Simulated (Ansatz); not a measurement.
Input file for Ansatz (a program for electronic structure):

Ansatz 0.2 input:
```yaml
crystal:
  lattice:
    - [4.1122704041, 0.0, 0.0]
    - [-2.056135202, 3.5613306371, 0.0]
    - [0.0, 0.0, 5.6324846321]
  atoms:
    - { symbol: Bi, position: [0.3333333333, 0.6666666667, 0.25] }
    - { symbol: Bi, position: [0.6666666667, 0.3333333333, 0.75] }
    - { symbol: Rh, position: [0.0, 0.0, 0.5] }
    - { symbol: Rh, position: [0.0, 0.0, 0.0] }
kpoints:
  mp_grid: { grid: [24, 24, 15] }
hamiltonian:
  xc: pbesol
  pseudopotentials: { kind: paw }
scf:
  occupations: { method: fermi_dirac, width: 0.1 }
elastic: { mode: relaxed_ion, stencil: two_point, amplitude: 0.005, f_tol: 0.0005 }
```

Output (shortened):

```
Pseudopotentials: kind: paw
Pseudopotential: Bi, paw, valence charge 15
Pseudopotential: Rh, paw, valence charge 17
Functional definition: PBEsol
Crystal: 4 atoms, lattice volume = 82.489 Å³
Basis set: ecut = 420 eV, 1627 PW (Γ), exchange–correlation on 60×60×80 points (8 copies of the dense FFT grid, shifted against one another)
Bands: 39, of which v1, the nominal top of the filled ones, is band 32 counted from 1 (31 counted from 0)
Symmetry: 24 space group operations
Space group: P63/mmc (ITA 194), of the structure as read, at distance tolerance 4.4e-5 Å
k-points: 488 of 8640
PAW frozen core: Bi, regenerated for the run's functional, and the local potential with it
PAW frozen core: Rh, regenerated for the run's functional, and the local potential with it
Initial wavefunctions: pseudopotential atomic-orbital guess
Eigensolver: davidson
Functional: x = pbesol(κ = 0.804, μ = 0.12345679012345678), c = pbesol(β = 0.046)
all-band conjugate gradients solve this SCF's bands
SCF 1 converged in 12 iterations: F = -37162.195074 eV  dr2 = 1.42e-14
Crystal: 4 atoms, lattice volume = 82.076 Å³
Basis set: ecut = 420 eV, 1611 PW (Γ), exchange–correlation on 60×60×80 points (8 copies of the dense FFT grid, shifted against one another)
Symmetry: 8 space group operations
k-points: 1256 of 8640
Initial density: handed on by an earlier stage of this run
Initial wavefunctions: pseudopotential atomic-orbital guess (no wavefunctions were taken with the density)
SCF 2 converged in 12 iterations: F = -37162.193478 eV  dr2 = 3.16e-14
relax step   1: F+E_penalty+E_count = -37162.19347826 eV  Δ(F+E_penalty+E_count) = +0.000e0 eV  max|allowed force component| = 4.180e-2 eV/Å  Δτ_max = 0.0000 Å  (12 SCF iters, accepted)
density extrapolation: transplant  |δρ|_rms = 3.793e-2 e/Å³  SAD shift = 1.502e-2 e/Å³
Crystal: 4 atoms, lattice volume = 82.076 Å³
Initial wavefunctions: those handed on with the density
SCF 3 converged in 9 iterations: F = -37162.193421 eV  dr2 = 8.37e-14
relax step   2: F+E_penalty+E_count = -37162.19342082 eV  Δ(F+E_penalty+E_count) = +5.744e-5 eV  max|allowed force component| = 4.797e-2 eV/Å  Δτ_max = 0.0098 Å  (9 SCF iters, rejected (line search))
density extrapolation: transplant  |δρ|_rms = 3.793e-2 e/Å³  SAD shift = 8.028e-3 e/Å³
Crystal: 4 atoms, lattice volume = 82.076 Å³
SCF 4 converged in 9 iterations: F = -37162.193670 eV  dr2 = 4.21e-14
relax step   3: F+E_penalty+E_count = -37162.19366989 eV  Δ(F+E_penalty+E_count) = -1.916e-4 eV  max|allowed force component| = 2.213e-4 eV/Å  Δτ_max = 0.0046 Å  (9 SCF iters, accepted)
Crystal: 4 atoms, lattice volume = 82.076 Å³
SCF 5 converged in 9 iterations: F = -37162.193670 eV  dr2 = 1.17e-15
Crystal: 4 atoms, lattice volume = 82.901 Å³
SCF 6 converged in 12 iterations: F = -37162.194063 eV  dr2 = 4.40e-14
relax step   1: F+E_penalty+E_count = -37162.19406256 eV  Δ(F+E_penalty+E_count) = +0.000e0 eV  max|allowed force component| = 3.955e-2 eV/Å  Δτ_max = 0.0000 Å  (12 SCF iters, accepted)
density extrapolation: transplant  |δρ|_rms = 3.775e-2 e/Å³  SAD shift = 6.620e-3 e/Å³
Crystal: 4 atoms, lattice volume = 82.901 Å³
SCF 7 converged in 9 iterations: F = -37162.194239 eV  dr2 = 1.79e-14
relax step   2: F+E_penalty+E_count = -37162.19423873 eV  Δ(F+E_penalty+E_count) = -1.762e-4 eV  max|allowed force component| = 1.194e-3 eV/Å  Δτ_max = 0.0043 Å  (9 SCF iters, accepted)
density extrapolation: transplant  |δρ|_rms = 3.775e-2 e/Å³  SAD shift = 2.062e-4 e/Å³
Crystal: 4 atoms, lattice volume = 82.901 Å³
SCF 8 converged in 10 iterations: F = -37162.194239 eV  dr2 = 3.35e-18
relax step   3: F+E_penalty+E_count = -37162.19423889 eV  Δ(F+E_penalty+E_count) = -1.618e-7 eV  max|allowed force component| = 5.459e-6 eV/Å  Δτ_max = 0.0001 Å  (10 SCF iters, accepted)
Crystal: 4 atoms, lattice volume = 82.901 Å³
SCF 9 converged in 11 iterations: F = -37162.194239 eV  dr2 = 9.82e-19
density extrapolation: transplant  |δρ|_rms = 3.784e-2 e/Å³  SAD shift = 7.747e-3 e/Å³
Crystal: 4 atoms, lattice volume = 82.076 Å³
Basis set: ecut = 420 eV, 1591 PW (Γ), exchange–correlation on 60×60×80 points (8 copies of the dense FFT grid, shifted against one another)
SCF 10 converged in 10 iterations: F = -37162.193149 eV  dr2 = 5.03e-14
density extrapolation: first-order (α = -2.000)  |δρ|_rms = 3.784e-2 e/Å³  SAD shift = 7.687e-3 e/Å³
Crystal: 4 atoms, lattice volume = 82.901 Å³
Basis set: ecut = 420 eV, 1639 PW (Γ), exchange–correlation on 60×60×80 points (8 copies of the dense FFT grid, shifted against one another)
SCF 11 converged in 8 iterations: F = -37162.194152 eV  dr2 = 1.67e-14
Crystal: 4 atoms, lattice volume = 82.488 Å³
Basis set: ecut = 420 eV, 1613 PW (Γ), exchange–correlation on 60×60×80 points (8 copies of the dense FFT grid, shifted against one another)
Symmetry: 4 space group operations
k-points: 2257 of 8640
SCF 12 converged in 11 iterations: F = -37162.194654 eV  dr2 = 2.29e-14
relax step   1: F+E_penalty+E_count = -37162.19465436 eV  Δ(F+E_penalty+E_count) = +0.000e0 eV  max|allowed force component| = 3.830e-4 eV/Å  Δτ_max = 0.0000 Å  (11 SCF iters, accepted)
Crystal: 4 atoms, lattice volume = 82.488 Å³
SCF 13 converged in 10 iterations: F = -37162.194654 eV  dr2 = 3.91e-19
Crystal: 4 atoms, lattice volume = 82.488 Å³
SCF 14 converged in 11 iterations: F = -37162.194654 eV  dr2 = 2.29e-14
relax step   1: F+E_penalty+E_count = -37162.19465436 eV  Δ(F+E_penalty+E_count) = +0.000e0 eV  max|allowed force component| = 3.830e-4 eV/Å  Δτ_max = 0.0000 Å  (11 SCF iters, accepted)
Crystal: 4 atoms, lattice volume = 82.488 Å³
SCF 15 converged in 10 iterations: F = -37162.194654 eV  dr2 = 3.92e-19
SCF converged after 12 iterations
Free energy (F): -37162.195074 eV
Harris-Foulkes:  -37162.195074 eV  (|F-HF|=7.28e-12)
Internal energy: -37162.115749 eV  (E = F + TS)
E sigma→0 (E₀):  -37162.155411 eV
Entropy (-TS):   -0.079325 eV (-19.831 meV/atom)
Fermi energy:    16.173310 eV
--- Per-component energies (eV) ---
  E_band       = -393.111265
  E_kinetic    = 1762.669397
  E_local      = -6774.700570  (includes V_loc(G=0)·N_el)
  E_nonlocal   = 1846.206422
  E_hartree    = 2373.585409
  E_xc         = -741.221047
  E_vxc        = -844.131122  (∫ρ·V_xc dr)
  E_paw        = -28075.550085  (= ΣΔE_a)
  E_vpaw       = -1130.326939  (= ΣTr[D̂ρ^β])
  E_aug_tail   = 0.000733  (compensation charges beyond the density's cutoff)
  E_ewald      = -7553.837912
  E_core_change = 0.731904  (= ΣΔE_core)
  E_smearing   = -0.079325  (= −TS)
  E_closure    = 0.000000  (closes the sum)
  Σ components = -37162.195074   (vs F -37162.195074, Δ=0.00e0)
--- Forces (eV/Å), atoms counted from 1 ---
  atom   1  Bi     0.00000000     0.00000000     0.00000000
  atom   2  Bi     0.00000000     0.00000000     0.00000000
  atom   3  Rh     0.00000000     0.00000000     0.00000000
  atom   4  Rh     0.00000000     0.00000000     0.00000000
  max |Σ_I F_I| component: 1.85e-17 eV/Å
--- Stress (GPa, compression-positive) ---
        0.107524       0.000000       0.000000
        0.000000       0.107524       0.000000
        0.000000       0.000000       0.186814
  P = ⅓ Tr σ = 0.1340 GPa (1.340 kbar)
  The stress holds the Pulay correction. Without it, at fixed plane waves, as pw.x and ABINIT print it: P = 0.0709 GPa
  The stress includes an estimate of the error left by incomplete SCF convergence (largest component  0.0000 GPa; it does not cover the PAW one-centre terms).
--- Band table (eV; the first three rows and the last of 488) ---
  k-point 0: bands = ["-61.7806", "-61.7588", "-29.9343", "-29.7353", "-29.7353", "-29.7090", "-29.7090", "-29.6773", "-6.6675", "-6.6675", "-6.6088", "-6.6002", "-6.6002", "-6.5958", "-6.5810", "-6.5810", "-6.5608", "-6.5608", "3.0130", "5.9430", "10.3779", …
  k-point 1: bands = ["-61.7803", "-61.7590", "-29.9315", "-29.7350", "-29.7350", "-29.7093", "-29.7093", "-29.6801", "-6.6666", "-6.6666", "-6.6086", "-6.6005", "-6.6005", "-6.5959", "-6.5810", "-6.5810", "-6.5615", "-6.5615", "3.0332", "5.8790", "10.4661", …
  k-point 2: bands = ["-61.7796", "-61.7597", "-29.9234", "-29.7342", "-29.7342", "-29.7101", "-29.7101", "-29.6885", "-6.6639", "-6.6639", "-6.6081", "-6.6014", "-6.6014", "-6.5962", "-6.5810", "-6.5810", "-6.5634", "-6.5634", "3.0934", "5.7022", "10.7134", …
  k-point 487: bands = ["-61.7707", "-61.7684", "-29.8195", "-29.7928", "-29.7267", "-29.7267", "-29.7235", "-29.7235", "-6.6415", "-6.6415", "-6.6270", "-6.6125", "-6.5760", "-6.5760", "-6.5724", "-6.5684", "-6.5582", "-6.5582", "5.1433", "5.1433", …
  band table: 39 of 39 bands, residual norms ≤ 1.0e-3 eV
--- Elastic constants: 3 strain directions × 2 members + reference (group order 24) ---
  dense FFT box of the reference and of every strained cell: 30×30×40
  strains applied: 11, 33, 23; error gains …
  C = ∂σ_k/∂η_j (tension-positive GPa; Voigt order 11 22 33 23 13 12):
       174.165    115.444     97.193      0.000      0.000      0.000
       115.444    174.165     97.193      0.000      0.000      0.000
        97.274     97.274    221.386      0.000      0.000      0.000
         0.000      0.000      0.000     65.194      0.000      0.000
         0.000      0.000      0.000      0.000     65.194      0.000
         0.000      0.000      0.000      0.000      0.000     29.360
  reference stress σ⁰ (GPa):     -0.108     -0.108     -0.187      0.000      0.000      0.000
  moduli (Voigt/Reuss/Hill, GPa): K = 132.17/131.63/131.90   G = 49.27/42.98/46.12   E = 123.93   ν = 0.343
  mechanically stable: yes (min eigenvalue of sym C = 29.36 GPa)
  strain η (Voigt 11):  stress-route row diagonal C_11 = 174.16 GPa, energy-path curvature d²(F+E_count+ΔE)/dδ²/Ω₀ = 174.15 GPa
         δ    σ_11 (GPa)             F (eV)   n_scf  n_hpsi   n_pw
    -5.000e-3      -0.9865      -37162.1936699       9  778049   1625   relax 3 steps, max|allowed force component| 2.21e-4 eV/Å
     5.000e-3       0.7551      -37162.1942389      11  874856   1642   relax 3 steps, max|allowed force component| 5.46e-6 eV/Å
  strain η (Voigt 33):  stress-route row diagonal C_33 = 221.39 GPa, energy-path curvature d²(F+E_count+ΔE)/dδ²/Ω₀ = 221.34 GPa
         δ    σ_33 (GPa)             F (eV)   n_scf  n_hpsi   n_pw
    -5.000e-3      -1.3179      -37162.1931494      10  369903   1638   relax 0 steps, max|allowed force component| 7.40e-17 eV/Å
     5.000e-3       0.8959      -37162.1941521       8  295803   1644   relax 0 steps, max|allowed force component| 4.63e-17 eV/Å
  strain η (Voigt 23):  stress-route row diagonal C_44 = 65.19 GPa, energy-path curvature d²(F+E_count+ΔE)/dδ²/Ω₀ = 65.24 GPa
         δ    σ_23 (GPa)             F (eV)   n_scf  n_hpsi   n_pw
    -5.000e-3      -0.3260      -37162.1946544      10  1499818   1638   relax 1 steps, max|allowed force component| 3.83e-4 eV/Å
     5.000e-3       0.3260      -37162.1946544      10  1500154   1638   relax 1 steps, max|allowed force component| 3.83e-4 eV/Å
```

Cost: very roughly 28 core-minutes on shared cores.

Space group P6_3/mmc (NiAs type). The first step of the workflow began from a Materials Project structure, measured or hypothetical; the Crystallography Open Database files this formula in space group No. 194, but the cells were not matched. Whether it is the stable phase at ambient conditions was not checked. The cell was relaxed with PBEsol under the symmetry of its start; of distortions, only those at the zone centre were tested. No spin polarisation was allowed. As this level gives no gap, shear constants depend on the k-mesh and smearing (Fermi–Dirac, 0.1 eV here). Axis ratios of metals converge slowly with the k-mesh, so a and c are less sure than the volume. Scalar-relativistic: spin–orbit coupling is off unless named, which matters more the heavier the elements.

Potentials: the later of the program's two PAW sets.

Ansatz is a plane-wave DFT program.
